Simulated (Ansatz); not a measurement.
BeSe:
```cif
data_BeSe
_chemical_formula_sum 'Be1 Se1'
_space_group_name_H-M_alt 'P 1'
_space_group_IT_number 1
_cell_length_a 3.66120
_cell_length_b 3.66120
_cell_length_c 3.66120
_cell_angle_alpha 60.000
_cell_angle_beta 60.000
_cell_angle_gamma 60.000
loop_
_space_group_symop_operation_xyz
  'x, y, z'
loop_
_atom_site_label
_atom_site_type_symbol
_atom_site_fract_x
_atom_site_fract_y
_atom_site_fract_z
_atom_site_occupancy
Be1 Be 0.50000 0.50000 0.50000 1
Se1 Se 0.75000 0.75000 0.75000 1
```

Relaxed with PBE. Independent-particle spectrum: no excitons, no local fields, no scissors shift; 0.1 eV broadening; ε₁ of the summed bands alone.

### Question
Tabulate the dielectric function from the program Ansatz at the PBE level (PAW).

### Answer


```csv
E (eV),ε₁ xx,ε₂ xx
0.0,6.41,0.00
0.3,6.42,0.00
0.6,6.45,0.00
0.9,6.51,0.00
1.2,6.60,0.00
1.5,6.71,0.00
1.8,6.86,0.00
2.1,7.05,0.00
2.4,7.29,0.00
2.7,7.58,0.00
3.0,7.96,0.00
3.3,8.44,0.00
3.6,9.07,0.00
3.9,9.96,0.00
4.2,11.42,0.08
4.5,13.46,0.94
4.8,15.69,2.87
5.1,18.43,6.41
5.4,17.98,14.66
5.7,13.37,16.77
6.0,11.56,22.95
6.3,-6.15,20.63
6.6,-3.32,12.04
6.9,-0.03,12.59
7.2,-4.19,12.16
7.5,-5.48,9.85
7.8,-5.19,7.69
8.1,-4.89,6.53
8.4,-4.69,5.38
8.7,-4.27,4.48
9.0,-3.92,3.82
9.3,-3.60,3.25
9.6,-3.27,2.74
9.9,-2.92,2.31
10.2,-2.49,1.96
10.5,-1.85,1.96
10.8,-2.03,2.04
11.1,-1.91,1.81
11.4,-1.79,1.64
11.7,-1.60,1.45
12.0,-1.44,1.40
```

### Question
From ε at 4.8 eV (xx: 15.69 + 2.87i), find n, k, the normal reflectivity and the absorption coefficient.

### Answer
n = 3.98, k = 0.360, R = 36 %, α = 2kE/ħc = 180000 cm⁻¹.

With all bands, ε∞ without local fields is 6.44. DFPT, with local fields, gives 6.00.

Space group F-43m (zinc blende). Symmetry was held in the PBE relaxation; phonons on a q-mesh show no instability. The volume moved by 28 % from the start of the relaxation. Scalar-relativistic: spin–orbit coupling is off unless named, which matters more the heavier the elements.

Potentials: the later of the program's two PAW sets.
